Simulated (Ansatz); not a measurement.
Consider the following.

WSeS:
```yaml
crystal:
  lattice:
    - [3.18734, 0.00000, 0.00000]
    - [-1.59367, 2.76032, 0.00000]
    - [0.00000, 0.00000, 12.49969]
  atoms:
    - { symbol: W, position: [0.33333, 0.66667, 0.25990] }
    - { symbol: W, position: [0.66667, 0.33333, 0.74010] }
    - { symbol: Se, position: [0.33333, 0.66667, 0.87615] }
    - { symbol: Se, position: [0.66667, 0.33333, 0.12385] }
    - { symbol: S, position: [0.66667, 0.33333, 0.38216] }
    - { symbol: S, position: [0.33333, 0.66667, 0.61784] }
```

This is the LDA-relaxed structure.

**Question.** All from LDA (plane waves, PAW; program Ansatz), unless another level is named. Give the electronic dielectric constant ε∞ (DFPT).

**Answer.** 14.8 (xx = yy), 7.38 (zz).

**Question.** Next, the static dielectric constant ε0 (ions relaxed, cell fixed)?

**Answer.** 15.0 (xx = yy), 7.43 (zz).

**Question.** Next, the Born charges (a third of the trace)?

**Answer.** W -0.93, Se +0.64, S +0.29 e.

Space group P-3m1. The workflow started from a Materials Project entry (that database holds measured and hypothetical structures alike); the Crystallography Open Database copy checked does not list it. Whether it is the stable phase at ambient conditions was not checked. The LDA relaxation kept the symmetry of its start; whether a distortion lowers the energy is not shown. The run is not spin-polarised. A crystal of weakly bound layers computed without a dispersion correction: the cell and the soft elastic constants depend strongly on that. Spin–orbit coupling is left out wherever it is not named.

Potentials: the later of the program's two PAW sets.
